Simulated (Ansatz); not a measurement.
Al₂O:
```xyz
3
Lattice="0.0000 2.8066 2.8066 2.8066 0.0000 2.8066 2.8066 2.8066 0.0000" Properties=species:S:1:pos:R:3 pbc="T T T"
Al     1.4033     1.4033     1.4033
Al     4.2099     4.2099     4.2099
O      0.0000     0.0000     0.0000
```

This is the PBEsol-relaxed structure.

**Question.** All from PBEsol (plane waves, PAW; program Ansatz), unless another level is named. Estimate the electronic character.

**Answer.** metallic (no gap).

**Question.** And the formation energy from the elements (no fitted shifts)?

**Answer.** 0.10 eV/atom.

**Question.** Give the density of states at the Fermi level.

**Answer.** 0.74 states/eV per atom (mean over ±0.08 eV).

Space group Fm-3m (anti-fluorite). The start of the workflow was typed in or built on a structure type; the Crystallography Open Database files this formula in space group No. 225, but the cells were not matched. Whether it is the stable phase at ambient conditions was not checked. The PBEsol relaxation kept the symmetry of its start. At this level the phase is dynamically unstable (imaginary phonons). The references are the lowest solids computed at this level, not always the standard phases (solids in place of the gases).

Potentials: the earlier of the program's two PAW sets. The files were generated under PBE; for other functionals the program regenerates the frozen cores, and for LDA and PBEsol the local potential too.
